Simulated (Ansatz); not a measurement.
The cell below belongs to a search over invented structures; it isn't taken from experiment.

Input and command of a plane-wave DFT calculation in Ansatz:

```yaml
crystal:
  lattice:
    - [3.6271847284, 0.0, 0.0]
    - [0.0, 3.6271847284, 0.0]
    - [0.0, 0.0, 11.4743778793]
  atoms:
    - { symbol: Ca, position: [0.0, 0.0, 0.7940461446] }
    - { symbol: Ti, position: [0.5, 0.5, 0.1831509692] }
    - { symbol: Os, position: [0.5, 0.0, 0.0205909344] }
    - { symbol: Os, position: [0.0, 0.5, 0.0205909344] }
    - { symbol: Br, position: [0.5, 0.5, 0.6650926128] }
    - { symbol: Br, position: [0.0, 0.0, 0.3165293545] }
basis:
  ecutwfc: 500
kpoints:
  mp_grid: { grid: [8, 8, 4] }
  band_path:
    path:
      - [[0.0, 0.0, 0.0], [0.0, 0.5, 0.0], [0.5, 0.5, 0.0], [0.0, 0.0, 0.0], [0.0, 0.0, 0.5], [0.0, 0.5, 0.5], [0.5, 0.5, 0.5], [0.0, 0.0, 0.5]]
      - [[0.0, 0.5, 0.0], [0.0, 0.5, 0.5]]
      - [[0.5, 0.5, 0.0], [0.5, 0.5, 0.5]]
    npoints: 14
hamiltonian:
  xc: r2scan
scf:
  occupations: { method: gaussian, width: 0.1 }
  n_extra_bands: 15
output:
  forces: true
  stress: true
  eigenvalues: true
  populations: true
  dos: { projected: true, de: 0.02, nscf_kmesh: { grid: [10, 10, 5] } }
  bader: true
  write_density: true
  write_potential: true
  elf: true
  volumetric_format: npy
```

```bash
ansatz run input.yaml --threads 1 --pin off --max-ram 2560MiB --backend cpu --events-out ev --progress --plain --runs-dir out
```

Processor: Intel(R) Xeon(R) Processor @ 2.50GHz (Skylake/Cascade Lake), 1 thread, on a host shared with other jobs.

Q: Estimate time, memory and problem size.

A: About 5.8 min, peak memory 1.1 GiB. It solves 49 bands at 45 k points (after reduction by symmetry) with about 3857 plane waves, in 9 SCF iterations.
